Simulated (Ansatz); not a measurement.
KBr:
Space group Fm-3m (No. 225); a = 6.3716 Å, b = 6.3716 Å, c = 6.3716 Å, α = 90.00°, β = 90.00°, γ = 90.00°

| atom | site | symmetry | x | y | z |
|---|---|---|---|---|---|
| K | 4a | m-3m | 0.0000 | 0.0000 | 0.0000 |
| Br | 4b | m-3m | 0.5000 | 0.5000 | 0.5000 |
(The calculation used a cell of 2 atoms; values per cell refer to that cell.)

Relaxed with LDA.

**Question.** Give the optical modes at the zone centre with their infrared and Raman activity from DFPT, LDA in the plane-wave PAW code Ansatz.

**Answer.** Transverse frequencies, without the LO–TO term; a row sums one degenerate level.

```
ω (cm⁻¹)  degeneracy  IR ((D/Å)²/amu)  Raman (Å⁴/amu)  activity  symmetry
--------  ----------  ---------------  --------------  --------  --------
130                3             3.20               0        IR       T1u
```

**Question.** How high does the top mode go among those that the LO–TO term moves?

**Answer.** 172 cm⁻¹ for q along x.

Symmetry was held in the LDA relaxation; phonons on a q-mesh show no instability.

Potentials: the later of the program's two PAW sets.
